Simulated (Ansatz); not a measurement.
## YbOs3 in the AuCu3-type structure

Method: PBEsol, scalar-relativistic; no spin polarisation; PAW, 420 eV, Γ-centred 8×8×8 mesh, 0.05 eV Gaussian smearing; code Ansatz; PAW files: Ansatz's generated set soft_2.

```yaml
crystal:
  lattice:
    - [3.96290, 0.00000, 0.00000]
    - [0.00000, 3.96290, 0.00000]
    - [0.00000, 0.00000, 3.96290]
  atoms:
    - { symbol: Yb, position: [0.00000, 0.00000, 0.00000] }
    - { symbol: Os, position: [0.00000, 0.50000, 0.50000] }
    - { symbol: Os, position: [0.50000, 0.50000, 0.00000] }
    - { symbol: Os, position: [0.50000, 0.00000, 0.50000] }
```

The structure was built from a prototype; whether the compound forms in it isn't claimed.

The cell above was scaled in volume, its shape and atoms being fixed by the lattice's symmetry. Energies are counted from the cell above.

Cell and atoms are those of this level's equilibrium.

```tsv
V (Å³/atom)	ΔE (meV/atom)	P from the stress (GPa)
14.937	21.75	11.67
15.248	5.21	5.50
15.559	0.00	-0.01
15.870	4.90	-4.92
16.181	18.81	-9.29
```

Task: Do the energies and the pressures agree? Compare −ΔE/ΔV between neighbouring points (1 meV/Å³ = 0.1602 GPa) with the mean of their pressures.

Result: 
```
interval (Å³/atom)  −ΔE/ΔV (GPa)  mean P (GPa)
    14.94 to 15.25           8.5           8.6
    15.25 to 15.56           2.7           2.7
    15.56 to 15.87          -2.5          -2.5
    15.87 to 16.18          -7.2          -7.1
```
They differ by 0.07 GPa at most.

Task: What do the two routes give for V0, B0 and B0′?

Result: A third-order Birch–Murnaghan fit of the energies: V0 = 15.56 Å³/atom, B0 = 260 GPa, B0′ = 4.7. A polynomial of P in ln V, with B = −dP/d ln V at P = 0: V0 = 15.56 Å³/atom, B0 = 260 GPa, B0′ = 4.7.

B0·V0 = 260.0 GPa × 15.56 Å³ = 25.25 eV/atom sets the scale: near the minimum ΔE ≈ ½ B0 V0 x², with x = V/V0 − 1, and a pressure of 2.6 GPa squeezes the volume by about 1 %. At the ends of the curve: x = −4.0 % predicts 20.1 meV/atom and the run gives 21.7; x = +4.0 % predicts 20.3 meV/atom and the run gives 18.8. The curve is steeper than the parabola on the compressed side and flatter on the expanded side: the bulk modulus rises with pressure.

Without a U the 4f levels of Yb lie too near the Fermi level, so their share of the states there, and what hangs on it, is overstated. For elements this heavy, spin–orbit coupling would shift levels and gaps; it isn't included here. Spin polarisation wasn't allowed in this run, so with an open shell this may not be the ground state. The run is a metal.
